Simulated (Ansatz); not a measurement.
## Fields on a plane of Sn4Pd (space group Ccce)

```
CELL_PARAMETERS angstrom
      3.22131    -5.71110     0.00000
      3.22131     5.71110     0.00000
      0.00000     0.00000     6.39775
ATOMIC_POSITIONS crystal
  Sn 0.20610 0.45789 0.33095
  Sn 0.79390 0.54211 0.33095
  Sn 0.45789 0.20610 0.66905
  Sn 0.54211 0.79390 0.66905
  Sn 0.29390 0.04211 0.16905
  Sn 0.70610 0.95789 0.16905
  Sn 0.04211 0.29390 0.83095
  Sn 0.95789 0.70610 0.83095
  Pd 0.50000 0.50000 0.00000
  Pd 0.00000 0.00000 0.50000
```

The slice is a (010) plane (indices of the conventional cell) through the point (0.000, 0.000, 0.500) (fractional), spanned by u = [001] and v = [110] in vectors of this cell: u (6.40 Å) and v (6.44 Å, at 90° to u). It covers one period; positions are fractions (u, v).

Atoms on it: Pd at (0.50, 0.50); Pd at (0.00, 0.00).

These are PBEsol (plane waves to 420 eV, PAW, scalar-relativistic; Ansatz, a quantum-chemistry and plane-wave program) values and carry that method's errors. k mesh 8×8×8. These are valence fields of a PAW run, semicore shells included where kept as valence: close to a nucleus they are smooth pseudo fields. Sn4Pd is run without spin polarisation. Sn4Pd was relaxed with its symmetry unable to fall.

```
|@@@#+-:..               ..:-+#@@|
|@@%#+-:...             ...:-+#%@|
|%##+=::...             ...::=+##|
|*++=-:.....           .....:-=++|
|=--::.......         .......::--|
|::::.........       .........:::|
|...............   ..............|
|................................|
|  ............................. |
|    .........:::::::.........   |
|     .......::--=--::.......    |
|      .....:-=++*++=-:.....     |
|       ...::=+##%##+=::...      |
|       ...:-+#%@@@%#+-:...      |
|        ..:-+#@@@@@#+-:..       |
|        ..:=*%@@@@@%*=:..       |
|        ..:-+#@@@@@#+-:..       |
|       ...:-+#%@@@%#+-:...      |
|       ...::=+##%##+=::...      |
|      .....:-=++*++=-:.....     |
|     .......::--=--::.......    |
|    .........:::::::.........   |
|  ............................. |
|................................|
|...............   ..............|
|::::.........       .........:::|
|=--::.......         .......::--|
|*++=-:.....           .....:-=++|
|%##+=::...             ...::=+##|
|@@%#+-:...             ...:-+#%@|
|@@@#+-:..               ..:-+#@@|
|@@@%*=:..               ..:=*%@@|
```
Scale: ten equal steps from -1.08 (start of ' ') to 1.14 (end of '@'), in the order ' .:-=+*#%@'. Values: log₁₀ of the valence density in e/Å³. The map has 32 points along u (one character each, u = 0 at the left) and 32 along v (v = 0 in the bottom row). The scale is logarithmic, as a density can span decades between atoms and voids.

```
|xxx@#-.:::.           .:::.-#@xx|
|xx@%+:.:-:..         ..:-:.:+%@x|
|@@%*-.:--::.         .::--:.-*%@|
|#*+-.:----:...     ...:----:.-+*|
|-::.:--=--::...   ...::--=--:.::|
|...:--==--::::.....::::--==--:..|
|:::--==------:::::::------==--::|
|:---------------:---------------|
|::::------==--:::::--==------:::|
|...::::--==--:.....:--==--::::..|
|  ...::--=--:.::-::.:--=--::... |
|   ...:----:.-+*#*+-.:----:...  |
|     .::--:.-*%@@@%*-.:--::.    |
|     ..:-:.:+%@xxx@%+:.:-:..    |
|      .:::.-#@xxxxx@#-.:::.     |
|      .:::.-#@xxxxx@#-.:::.     |
|      .:::.-#@xxxxx@#-.:::.     |
|     ..:-:.:+%@xxx@%+:.:-:..    |
|     .::--:.-*%@@@%*-.:--::.    |
|   ...:----:.-+*#*+-.:----:...  |
|  ...::--=--:.::-::.:--=--::... |
|...::::--==--:.....:--==--::::..|
|::::------==--:::::--==------:::|
|:---------------:---------------|
|:::--==------:::::::------==--::|
|...:--==--::::.....::::--==--:..|
|-::.:--=--::...   ...::--=--:.::|
|#*+-.:----:...     ...:----:.-+*|
|@@%*-.:--::.         .::--:.-*%@|
|xx@%+:.:-:..         ..:-:.:+%@x|
|xxx@#-.:::.           .:::.-#@xx|
|xxx@#-.:::.           .:::.-#@xx|
```
Scale: ten equal steps from 0.17 (start of ' ') to 0.55 (end of '@'), in the order ' .:-=+*#%@'. Values: electron localisation function (ELF). The map has 32 points along u (one character each, u = 0 at the left) and 32 along v (v = 0 in the bottom row). Points within 0.5 Å of a nucleus are blanked (x), as the pseudised field means little there.
